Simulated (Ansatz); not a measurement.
BN (zinc blende)

```
CELL_PARAMETERS angstrom
      0.00000     1.80487     1.80487
      1.80487     0.00000     1.80487
      1.80487     1.80487     0.00000
ATOMIC_POSITIONS crystal
  N  0.75000 0.75000 0.75000
  B  0.00000 0.00000 0.00000
```

Level of theory: r2SCAN (plane waves to 500 eV, PAW, scalar-relativistic; Ansatz, a quantum-chemistry and plane-wave program). Harmonic phonons by density-functional perturbation theory on a 12×12×12 k mesh, in cm⁻¹; i marks imaginary ones, q is in fractions of the reciprocal vectors of the cell shown, and the three acoustic modes at Γ are left out. The non-analytic (LO-TO) term is not included, so polar modes at Γ have their transverse values. BN was relaxed with its symmetry unable to fall.

Question: Is the structure dynamically stable at Γ, L = (0.5, 0.0, 0.0), X = (0.5, 0.5, 0.0)?

Answer: No imaginary mode at these points (lowest 498 cm⁻¹ at L = (0.5, 0.0, 0.0)); other wave vectors were not tested.

Question: List the wavenumbers at Γ, L = (0.5, 0.0, 0.0), X = (0.5, 0.5, 0.0), with degeneracies.

Answer: 
| q | wavenumbers (cm⁻¹) |
|---|---|
| Γ | 1044 (×3) |
| L = (0.5, 0.0, 0.0) | 498 (×2), 978, 979 (×2), 1158 |
| X = (0.5, 0.5, 0.0) | 717 (×2), 897 (×2), 1025, 1170 |
